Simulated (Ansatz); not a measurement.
Problem. Name crystals whose computed values (plane-wave PAW r²SCAN (Ansatz code)) fall in these windows: Θ_D (K) 350 to 500; B₀ by P(V) fit (GPa) 160 to 190; G_Hill (GPa) 53 to 78.

Solution. 

| crystal | Θ_D (K) | B₀ by P(V) fit (GPa) | G_Hill (GPa) |
|---|---|---|---|
| Fe, bcc (W type) | 423 | 176 | 65.5 |
| Si2Ni, fluorite or antifluorite type | 497 | 163 | 59.7 |
| Cu, fcc (Cu type) | 372 | 163 | 58.0 |
Others may fit too.

Spin orders computed, not proven ground states: Fe, bcc (W type) ferromagnetic. Began spin-polarised and lost the moments: Si2Ni, fluorite or antifluorite type. All cells were relaxed under the symmetry of their starts (and spin orders); stability against distortions was not tested throughout. Rows with no word on spin ran without spin polarisation.

Potentials: the later of the program's two PAW sets.
